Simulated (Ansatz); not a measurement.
Problem. Write an Ansatz input for a single-point calculation of La with PBE (scalar-relativistic), a cutoff of 420 eV (density cutoff 4 times that), a Γ-centred 14×14×8 mesh and Gaussian smearing of 0.05 eV, without spin polarisation. Forces, stress and eigenvalues are wanted, and also a band path, a projected density of states, Bader charges, Löwdin populations, the open shells' occupation matrices. The structure:
```
La
1.0
     3.7651645744    0.0000000000    0.0000000000
    -1.8825822872    3.2607281709    0.0000000000
     0.0000000000    0.0000000000    6.1171672174
La
2
Direct
  0.3333333333 0.6666666667 0.7500000000
  0.6666666667 0.3333333333 0.2500000000
```

Solution. 
```yaml
crystal:
  lattice:
    - [3.7651645744, 0.0, 0.0]
    - [-1.8825822872, 3.2607281709, 0.0]
    - [0.0, 0.0, 6.1171672174]
  atoms:
    - { symbol: La, position: [0.3333333333, 0.6666666667, 0.75] }
    - { symbol: La, position: [0.6666666667, 0.3333333333, 0.25] }
basis:
  ecutwfc: 420
  ecutrho_ratio: 4
kpoints:
  mp_grid: { grid: [14, 14, 8] }
  band_path:
    path:
      - [[0.0, 0.0, 0.0], [0.5, 0.0, 0.0], [0.33333333, 0.33333333, 0.0], [0.0, 0.0, 0.0], [0.0, 0.0, 0.5], [0.5, 0.0, 0.5], [0.33333333, 0.33333333, 0.5], [0.0, 0.0, 0.5]]
      - [[0.5, 0.0, 0.5], [0.5, 0.0, 0.0]]
      - [[0.33333333, 0.33333333, 0.5], [0.33333333, 0.33333333, 0.0]]
    npoints: 14
hamiltonian:
  xc: pbe
scf:
  occupations: { method: gaussian, width: 0.05 }
  n_extra_bands: 15
output:
  forces: true
  stress: true
  eigenvalues: true
  populations: true
  hubbard: { sites: [{ species: La, l: f }] }
  dos: { projected: true, de: 0.02, nscf_kmesh: { grid: [21, 21, 12] } }
  bader: true
```

Run as written, it has 22 valence electrons, 1473 plane waves at Γ, 24 symmetry operations and 120 irreducible k-points; it took 6 SCF iterations in all. 

At room temperature and ambient pressure La is dhcp.
